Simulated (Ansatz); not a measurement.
Consider the following.

KI:
```cif
data_IK
_chemical_formula_sum 'K1 I1'
_space_group_name_H-M_alt 'P 1'
_space_group_IT_number 1
_cell_length_a 5.07867
_cell_length_b 5.07867
_cell_length_c 5.07867
_cell_angle_alpha 60.000
_cell_angle_beta 60.000
_cell_angle_gamma 60.000
loop_
_space_group_symop_operation_xyz
  'x, y, z'
loop_
_atom_site_label
_atom_site_type_symbol
_atom_site_fract_x
_atom_site_fract_y
_atom_site_fract_z
_atom_site_occupancy
K1 K 0.00000 0.00000 0.00000 1
I1 I 0.50000 0.50000 0.50000 1
```

This is the PBE-relaxed structure.

All from PBE (plane waves, PAW; program Ansatz), unless another level is named. Estimate the hole effective mass, band 1 of 3 at the edge.

2.8 along [100], 2.8 along [110], 2.7 along [111] (mₑ).

Next, the electron effective mass?

0.34 mₑ (isotropic).

And the band gap?

3.86 eV (direct).

Next, the valence-band maximum?

at Γ.

What about the weight of the valence-edge state by species (Voronoi cells)?

I 95 %, K 5 %.

Space group Fm-3m (rock salt). The cell was relaxed with PBE under the symmetry of its start. Spin–orbit coupling is left out wherever it is not named.

Potentials: the later of the program's two PAW sets.
